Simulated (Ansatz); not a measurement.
ScCo$_{3}$C:
```cif
data_CCo3Sc
_chemical_formula_sum 'Sc1 Co3 C1'
_space_group_name_H-M_alt 'Pm-3m'
_space_group_IT_number 221
_space_group_name_Hall '-P 4 2 3'
_cell_length_a 3.77550
_cell_length_b 3.77550
_cell_length_c 3.77550
_cell_angle_alpha 90.000
_cell_angle_beta 90.000
_cell_angle_gamma 90.000
loop_
_atom_site_label
_atom_site_type_symbol
_atom_site_symmetry_multiplicity
_atom_site_Wyckoff_symbol
_atom_site_fract_x
_atom_site_fract_y
_atom_site_fract_z
_atom_site_occupancy
Sc1 Sc 1 a 0.00000 0.00000 0.00000 1
Co1 Co 3 c 0.00000 0.50000 0.50000 1
C1 C 1 b 0.50000 0.50000 0.50000 1
```

Relaxed with r²SCAN.

Which orbitals make up the states near the Fermi level in r²SCAN in the plane-wave PAW code Ansatz?

Within 0.5 eV of the Fermi level: Co 3d 90 %, C 2p 5 %. Projections are on Löwdin-orthogonalised atomic valence shells; empty p or d shells of many metals are not among them.

Tabulate the density of states.

States/eV per cell of 5 atoms, in 0.25 eV bins, energy from the Fermi level.

| E (eV) | total | Co 3d | Sc 3d | C 2p |
|---|---|---|---|---|
| -7.85 | 0.00 | 0.00 | 0.00 | 0.00 |
| -7.60 | 0.80 | 0.30 | 0.04 | 0.36 |
| -7.35 | 3.58 | 0.97 | 0.09 | 1.72 |
| -7.10 | 2.56 | 0.69 | 0.07 | 1.24 |
| -6.85 | 1.96 | 0.53 | 0.06 | 0.96 |
| -6.60 | 1.79 | 0.49 | 0.05 | 0.87 |
| -6.35 | 1.67 | 0.47 | 0.05 | 0.81 |
| -6.10 | 2.03 | 0.60 | 0.05 | 0.86 |
| -5.85 | 1.69 | 0.56 | 0.04 | 0.78 |
| -5.60 | 1.82 | 0.66 | 0.05 | 0.93 |
| -5.35 | 2.31 | 0.88 | 0.07 | 1.18 |
| -5.10 | 2.10 | 0.76 | 0.09 | 1.08 |
| -4.85 | 1.05 | 0.37 | 0.05 | 0.51 |
| -4.60 | 1.97 | 0.95 | 0.09 | 0.58 |
| -4.35 | 1.39 | 0.71 | 0.06 | 0.24 |
| -4.10 | 1.37 | 0.76 | 0.06 | 0.08 |
| -3.85 | 1.96 | 1.16 | 0.18 | 0.08 |
| -3.60 | 3.85 | 2.61 | 0.43 | 0.05 |
| -3.35 | 5.15 | 3.76 | 0.50 | 0.07 |
| -3.10 | 5.43 | 4.15 | 0.57 | 0.14 |
| -2.85 | 8.62 | 6.71 | 0.92 | 0.24 |
| -2.60 | 10.56 | 8.92 | 0.63 | 0.28 |
| -2.35 | 5.14 | 4.30 | 0.42 | 0.04 |
| -2.10 | 5.62 | 4.89 | 0.43 | 0.02 |
| -1.85 | 9.84 | 8.68 | 0.65 | 0.05 |
| -1.60 | 7.02 | 6.10 | 0.38 | 0.05 |
| -1.35 | 7.18 | 6.54 | 0.23 | 0.05 |
| -1.10 | 13.76 | 12.47 | 0.81 | 0.09 |
| -0.85 | 4.93 | 4.54 | 0.16 | 0.02 |
| -0.60 | 3.12 | 2.95 | 0.03 | 0.01 |
| -0.35 | 4.43 | 4.32 | 0.02 | 0.02 |
| -0.10 | 3.41 | 3.36 | 0.01 | 0.02 |
| 0.15 | 0.89 | 0.78 | 0.01 | 0.08 |
| 0.40 | 3.69 | 2.73 | 0.11 | 0.56 |
| 0.65 | 6.07 | 4.39 | 0.22 | 0.67 |
| 0.90 | 3.21 | 2.04 | 0.38 | 0.45 |
| 1.15 | 3.07 | 1.73 | 0.59 | 0.45 |
| 1.40 | 1.90 | 0.85 | 0.62 | 0.20 |
| 1.65 | 2.30 | 0.77 | 1.12 | 0.10 |
| 1.90 | 3.54 | 0.86 | 2.24 | 0.05 |
| 2.15 | 5.11 | 0.97 | 3.69 | 0.09 |
| 2.40 | 4.20 | 0.70 | 3.04 | 0.19 |
| 2.65 | 3.59 | 0.56 | 2.55 | 0.27 |
| 2.90 | 2.81 | 0.45 | 1.98 | 0.24 |
| 3.15 | 2.96 | 0.45 | 2.07 | 0.29 |
| 3.40 | 4.25 | 0.47 | 3.33 | 0.27 |
| 3.65 | 4.53 | 0.62 | 3.43 | 0.28 |
| 3.90 | 2.56 | 0.35 | 1.95 | 0.17 |
| 4.15 | 0.70 | 0.12 | 0.42 | 0.11 |
| 4.40 | 0.54 | 0.08 | 0.31 | 0.08 |
| 4.65 | 0.37 | 0.05 | 0.18 | 0.04 |

The workflow started from a Materials Project entry (that database holds measured and hypothetical structures alike); the Crystallography Open Database copy checked does not list it. Its standing as an ambient phase is unchecked. Symmetry was held in the r²SCAN relaxation; its stability against distortions is not shown here. The run is not spin-polarised.

Potentials: the later of the program's two PAW sets.
